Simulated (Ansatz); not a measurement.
Relaxed-ion elastic tensor of Si in space group I-43m (No. 217; Si on 2a, Si on 8c, Si on 12d, Si on 24g) in GPa (Voigt order), plane-wave PAW r²SCAN (Ansatz code); density 2.11 g/cm³, 22.14 Å³ per atom.

```
 159  50.0  50.0   0.0   0.0   0.0
50.0   159  50.0   0.0   0.0   0.0
50.0  50.0   159   0.0   0.0   0.0
 0.0   0.0   0.0  49.6   0.0   0.0
 0.0   0.0   0.0   0.0  49.6   0.0
 0.0   0.0   0.0   0.0   0.0  49.6
```

Is the crystal mechanically stable?

Yes: the smallest eigenvalue of C is 49.6 GPa.

Work out the Voigt, Reuss and Hill averages.

K_V = 86.5, K_R = 86.5, K_H = 86.5; G_V = 51.7, G_R = 51.5, G_H = 51.6 GPa.

Give Young's modulus, Poisson's ratio, Pugh's ratio and the universal anisotropy index.

E = 9KG/(3K + G) = 129 GPa; ν = 0.25; K/G = 1.68 (near the Pugh limit of 1.75, no verdict); A_U = 5G_V/G_R + K_V/K_R − 6 = 0.01.

Estimate the sound speeds and the Debye temperature.

v_l = √((K + 4G/3)/ρ) = 8590 m/s, v_t = √(G/ρ) = 4950 m/s, mean 5500 m/s; Θ = (h/k)(3n/4πV)^(1/3) v_m = 583 K.

Give the Zener ratio and Young's modulus along [100], [110] and [111].

A = 2C44/(C11 − C12) = 0.91; 1/E = S11 − 2(S11 − S12 − S44/2)Γ with Γ = 0, 1/4, 1/3 gives 136, 127, 125 GPa.

Solve the Christoffel equation for the three sound speeds along [100], [110], [111].

Eigenvalues of C_ijkl n_j n_l equal ρv² (piezoelectric stiffening left out). In km/s, slowest first: [100] 4.85, 4.85, 8.70; [110] 4.85, 5.10, 8.56; [111] 5.02, 5.02, 8.51.

The start of the workflow was typed in or built on a structure type; the Crystallography Open Database copy checked does not list it. It is not the phase usual at ambient conditions (space group No. 227). The cell was relaxed with r²SCAN under the symmetry of its start; its stability against distortions is not shown here.

Potentials: the later of the program's two PAW sets.
